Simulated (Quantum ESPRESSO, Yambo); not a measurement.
# LuCuS$_{2}$ under isotropic strain

```xyz
4
Lattice="3.7973 0.0000 0.0000 -1.8987 3.2886 0.0000 0.0000 0.0000 5.9831" Properties=species:S:1:pos:R:3 pbc="T T T"
S      1.8987     1.0962     4.6115
S      0.0000     0.0000     1.6428
Cu     1.8987     1.0962     2.3474
Lu     0.0000     2.1924     0.0320
```

LuCuS$_{2}$ (space group P3m1, No. 156) under isotropic strain (on all lattice vectors), counted from the cell relaxed with PBEsol, atoms relaxed at each step. PBEsol (pw.x of Quantum ESPRESSO, ONCV potentials, without SOC); G0W0 and BSE in Yambo (6×6×2 Γ-centred k mesh, bands 6 to 124 and a 7 Ry block in the screening, 124 bands in G with the Bruneval-Gonze terminator, plasmon pole fitted at 27.2 eV; BSE 6×6×4 mesh, 8 valence and 7 conduction bands, static screening with 56 bands and a 4 Ry block, scissor from each state's G0W0).

```tsv
strain (%)	pressure (GPa)	PBEsol gap (eV)	kind	G0W0 direct gap (eV)	lowest vertical BSE state (eV)	RPA ε∞ along x
-3	10.1	0.91	indirect	2.49 at L	not resolved	–
-1.5	4.5	1.05	indirect	2.61 at Γ	not resolved	–
-0.7	2.0	1.12	indirect	2.59 at Γ	not resolved	–
0	0.0	1.17	indirect	2.55 at Γ	not resolved	–
+1	-2.5	1.25	indirect	2.47 at Γ	not resolved	–
+2	-4.7	1.32	indirect	2.40 at Γ	not resolved	–
```

Between -0.7 % and +1 % the direct gap at Γ has a volume deformation potential dE/dlnV of -2.2 eV in G0W0 and -2.9 eV in PBEsol.

GW, BSE and RPA settings are held fixed; their convergence isn't established. Strains are linear. The screening block changes size along the series (147 vectors at -3 %, 147 vectors at -1.5 %, 159 vectors at -0.7 %, 159 vectors at +0 %, 159 vectors at +1 %, 183 vectors at +2 %), which puts steps into the G0W0 values. The 3d shell has no Hubbard U; the runs are without spin polarisation, and magnetic order was not tried. The 4f states are in the valence at their DFT position. Axes are Cartesian, with cell vectors (Å) (3.80, 0.00, 0.00), (-1.90, 3.29, 0.00), (0.00, 0.00, 5.98).

The structure is a Materials Project entry; no match was found in the copy of COD used, and its stability was not checked.
